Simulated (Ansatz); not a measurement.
Cs$_{2}$CaP$_{2}$O$_{7}$:
```xyz
12
Lattice="5.1610 2.9710 0.0000 -5.1610 2.9710 0.0000 -3.5235 0.0000 6.5081" Properties=species:S:1:pos:R:3 pbc="T T T"
Cs     1.7733     2.9710     2.1797
Cs    -5.2429     2.9710     4.2668
Ca    -8.6532     2.9710     6.4965
P     -1.6414     2.9710     1.6708
P     -1.7952     2.9710     4.8479
O     -0.9355     1.7004     1.2346
O     -0.9355     4.2416     1.2346
O     -2.5934     4.2471     5.0862
O     -2.5934     1.6949     5.0862
O     -3.1422     2.9710     1.4080
O     -0.4294     2.9710     5.4982
O     -1.4060     2.9710     3.2761
```

Relaxed with r²SCAN. Special points in fractions of this cell's reciprocal vectors: Γ (0.000, 0.000, 0.000); C (0.357, 0.357, 0.000); C2 (-0.357, 0.643, 0.000); Y2 (-0.500, 0.500, 0.000); M2 (-0.500, 0.500, 0.500); D (-0.286, 0.714, 0.500); D2 (0.286, 0.286, 0.500); A (0.000, 0.000, 0.500); L2 (0.000, 0.500, 0.500); V2 (0.000, 0.500, 0.000).

**Question.** List the band energies nearest the valence-band maximum at these points for plane-wave PAW r²SCAN (Ansatz code).

**Answer.** In eV from the valence-band maximum; about four levels below and three above (degenerate sets whole), none deeper than 8.9 eV; points with the same levels are listed once.

| k | below | above |
|---|---|---|
| Γ | -0.50 -0.43 -0.25 0.00 | 5.82 6.84 7.36 |
| C | -0.57 -0.51 -0.27 -0.18 | 7.21 7.55 7.65 |
| Y2 | -0.49 -0.36 -0.36 -0.08 | 7.00 7.37 7.83 |
| M2 | -0.65 -0.56 -0.23 -0.14 | 7.10 7.32 7.70 |
| D | -0.59 -0.39 -0.23 -0.20 | 7.36 7.50 7.59 |
| A | -0.26 -0.24 -0.14 -0.02 | 6.87 7.27 7.38 |
| L2 | -0.51 -0.32 -0.25 -0.17 | 7.13 7.41 7.62 |
| V2 | -0.65 -0.59 -0.27 -0.18 | 7.21 7.32 7.75 |

Space group Cm. The first step of the workflow began from a Materials Project structure, measured or hypothetical; the Crystallography Open Database copy checked does not list it. Whether it is the stable phase at ambient conditions was not checked. The r²SCAN relaxation kept the symmetry of its start; its stability against distortions is not shown here. Spin–orbit coupling is left out wherever it is not named.

Potentials: the later of the program's two PAW sets.
